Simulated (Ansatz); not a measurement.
Low-index surfaces of Au, space group Fm-3m (No. 225). Relaxed bulk:

```xyz
1
Lattice="0.0000 2.0419 2.0419 2.0419 0.0000 2.0419 2.0419 2.0419 0.0000" Properties=species:S:1:pos:R:3 pbc="T T T"
Au    0.0000    0.0000    0.0000
```

Miller indices refer to the conventional cell, a = 4.084 Å, b = 4.084 Å, c = 4.084 Å, α = 90.00°, β = 90.00°, γ = 90.00°.

Computed with Ansatz 0.2.0, DFT PBEsol, scalar-relativistic, plane waves, PAW. Cutoff 420 eV, Γ-centred meshes, Gaussian smearing of 0.10 eV, no spin polarisation.

All atoms of each slab relax at the bulk's in-plane cell, with a dipole correction; γ is the mean of a slab's two faces. Bonds are neighbours within 10 % of the shortest distances in the bulk.

Problem. How do these faces compare: (100); (111)?

Solution. 
| face | planes | thickness (Å) | area (Å²) | cut bonds per Å² | γ as cut (J/m²) | γ relaxed (J/m²) | work function, top (eV) |
| --- | --- | --- | --- | --- | --- | --- | --- |
| (100) | 5 | 8.2 | 8.34 | 0.480 | 1.19 | 1.19 | 5.17 |
| (111) | 5 | 9.4 | 7.22 | 0.415 | 0.99 | 0.99 | 5.35 |

Problem. Which shape does a crystal take in vacuum at zero temperature, if only these faces and their equivalents are allowed (Wulff construction)?

Solution. Shares of the surface area: (100) 18 %, (111) 82 %. Faces that weren't computed or are left out here could take a part.

Faces whose slabs rebuild by over 0.8 Å, distort in their middle or lose their symmetry through the k mesh, and polar cuts of insulators, are left out. Of the terminations computed for a plane the cheapest is shown.

The slabs are thin, so differences under about 0.05 J/m² or 0.1 eV aren't settled, and faces are 1×1 cells, without the reconstructions that some real ones have. Spin-orbit coupling is left out, which matters for the bands of heavy elements.

The order follows the density of bonds that each cut crosses: the fewer, the cheaper the face.
